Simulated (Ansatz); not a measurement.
The start is a generated trial cell of WS2 in the AFLOW prototype A2B_oF24_70_e_a (C54, as in TiSi2). A full variable-cell relaxation at zero pressure is run with PBE (plane waves to 420 eV, PAW, scalar-relativistic; Ansatz, a program for electronic structure). First-step values are on the input's coarse k-mesh.

Ansatz input (later rounds restart from its end on a renewed k-mesh):
Ansatz 0.2 input:
```yaml
crystal:
  lattice:
    - [0, 4.5006052, 4.6548881]
    - [2.6131177, 0, 4.6548881]
    - [2.6131177, 4.5006052, 0]
  atoms:
    - { symbol: S, position: [0.6635, 0.3365, 0.6635] }
    - { symbol: S, position: [0.3365, 0.6635, 0.3365] }
    - { symbol: S, position: [0.5865, 0.9135, 0.5865] }
    - { symbol: S, position: [0.9135, 0.5865, 0.9135] }
    - { symbol: W, position: [0, 0, 0] }
    - { symbol: W, position: [0.25, 0.25, 0.25] }
basis: { ecutwfc: 420, ecutrho_ratio: 4, xc_grid: 2, fft_grid_basis: typed }
kpoints: { mp_grid: { grid: [6, 6, 6] } }
hamiltonian:
  xc: pbe
  dispersion: none
  pseudopotentials: { azcp: { folder: ./paw }, kind: paw }
scf: { occupations: { method: fermi_dirac, width: 0.05 } }
relax: { f_tol: 0.01, max_steps: 100, cell: { stress_tol: 0.02 } }
output: { forces: true, stress: true }
```

- Initial pressure = -20 GPa (negative: the cell is under tension)
- Largest initial force = about 1.0 eV/Å, on S1, S2, S3, S4 (atoms numbered as listed)
- Outcome = The space group stays Fddd (No. 70) (the run could not lower it), with 6 atoms in the primitive cell
- Energy released = 0.55 to 0.56 eV/atom (the two k-meshes of the run give this range)
- Volume change = -19.3 %, from 18.25 to 14.72 Å³/atom
- Band gap at the end = no gap (metallic)
- Optimiser moves = 21

Final structure:

```cif
data_S16W8
_chemical_formula_sum 'S16 W8'
_space_group_name_H-M_alt 'Fddd :1'
_space_group_IT_number 70
_space_group_name_Hall 'F 2 2 -1d'
_cell_length_a 4.48874
_cell_length_b 7.78141
_cell_length_c 10.11295
_cell_angle_alpha 90.000
_cell_angle_beta 90.000
_cell_angle_gamma 90.000
loop_
_space_group_symop_operation_xyz
  'x, y, z'
  '-x, -y, z'
  'x, -y, -z'
  '-x, y, -z'
  '-x+1/4, -y+1/4, -z+1/4'
  'x+1/4, y+1/4, -z+1/4'
  '-x+1/4, y+1/4, z+1/4'
  'x+1/4, -y+1/4, z+1/4'
  'x, y+1/2, z+1/2'
  '-x, -y+1/2, z+1/2'
  'x, -y+1/2, -z+1/2'
  '-x, y+1/2, -z+1/2'
  '-x+1/4, -y+3/4, -z+3/4'
  'x+1/4, y+3/4, -z+3/4'
  '-x+1/4, y+3/4, z+3/4'
  'x+1/4, -y+3/4, z+3/4'
  'x+1/2, y, z+1/2'
  '-x+1/2, -y, z+1/2'
  'x+1/2, -y, -z+1/2'
  '-x+1/2, y, -z+1/2'
  '-x+3/4, -y+1/4, -z+3/4'
  'x+3/4, y+1/4, -z+3/4'
  '-x+3/4, y+1/4, z+3/4'
  'x+3/4, -y+1/4, z+3/4'
  'x+1/2, y+1/2, z'
  '-x+1/2, -y+1/2, z'
  'x+1/2, -y+1/2, -z'
  '-x+1/2, y+1/2, -z'
  '-x+3/4, -y+3/4, -z+1/4'
  'x+3/4, y+3/4, -z+1/4'
  '-x+3/4, y+3/4, z+1/4'
  'x+3/4, -y+3/4, z+1/4'
loop_
_atom_site_label
_atom_site_type_symbol
_atom_site_symmetry_multiplicity
_atom_site_Wyckoff_symbol
_atom_site_fract_x
_atom_site_fract_y
_atom_site_fract_z
_atom_site_occupancy
S1 S 16 f 0.00000 0.32772 0.00000 1
W1 W 8 a 0.00000 0.00000 0.00000 1
```
(The calculation used a cell of 6 atoms; values per cell refer to that cell.)

Final values are on a 13×13×13 k-mesh of the relaxed cell. No spin polarisation in the result.

The run could not lower the symmetry of its start; a shaken copy of this end point relaxes with PBE to C2/m (No. 12), 0.60 eV/atom lower.

The relaxed structure here is a generated cell of WS2: the first start was made by placing the elements on the sites of a structure type, and the end was not matched to a known phase here, so it may be hypothetical. Known forms of WS2 include space group No. 194.
